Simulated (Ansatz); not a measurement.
A geometry of Sb away from equilibrium: step 2 of the relaxation of a generated cell, Sb placed in the trigonal-Te structure type. Calculation: r2SCAN (plane waves to 500 eV, PAW, scalar-relativistic; Ansatz, a program for electronic structure). Γ-centred k-mesh 9×9×6 on the run's cell (coarser than for final values), Fermi–Dirac smearing 0.05 eV. The plane waves were selected for a different cell earlier on the path.

```
Sb
1.0
    4.32417     0.00000     0.00000
   -2.16209     3.74484     0.00000
    0.00000     0.00000     5.74248
Sb
3
Direct
  0.30819   0.00000   0.33333
  0.00000   0.30819   0.66667
  0.69181   0.69181   0.00000
```

Give the Cartesian forces on all atoms (eV/Å).


| atom | Fx | Fy | Fz |
|---|---|---|---|
| Sb1 | 0.59 | 0.00 | 0.00 |
| Sb2 | -0.29 | 0.51 | 0.00 |
| Sb3 | -0.29 | -0.51 | 0.00 |

The path ends in Pm-3m (No. 221) (AFLOW prototype A_cP1_221_a (A_h)). No spin polarisation in the result. The relaxed primitive cell holds an odd number of electrons. A magnetic state may lie lower.

The run could not lose the symmetry of its start, so the end can be a saddle point.

The end of the path is a generated cell of Sb: the first start was made by placing the elements on the sites of a structure type, and the end was not matched to a known phase here, so it may be hypothetical. Known forms of Sb include space group No. 166.
